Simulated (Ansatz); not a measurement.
TiTe₂ (CdI2 type, P-3m1) at seven volumes, the program Ansatz at the r²SCAN+D4 level (PAW), shape and atoms relaxed at each. One row is withheld.

```csv
V (Å³/atom),P (GPa)
25.119,3.64
25.947,2.11
26.775,0.92
27.604,0.00
28.432,-0.52
29.260,-0.89
30.088,?
```

Problem. Fit the shown pressures and predict the withheld one.

Solution. P = (3/2)B₀(x^(7/2) − x^(5/2))[1 + (3/4)(B′ − 4)(x − 1)] with x = (V₀/V)^(2/3). Least squares on the six rows gives V₀ = 27.673 Å³/atom, B₀ = 22.7 GPa, B′ = 11.40. At V = 30.088, x = 0.9457 and P = -1.12 GPa. The run itself gave -1.16 GPa.

The cell was relaxed with r²SCAN+D4 under the symmetry of its start; of distortions, only those at the zone centre were tested. No spin polarisation was allowed. Spin–orbit coupling is left out wherever it is not named.

Potentials: the later of the program's two PAW sets.
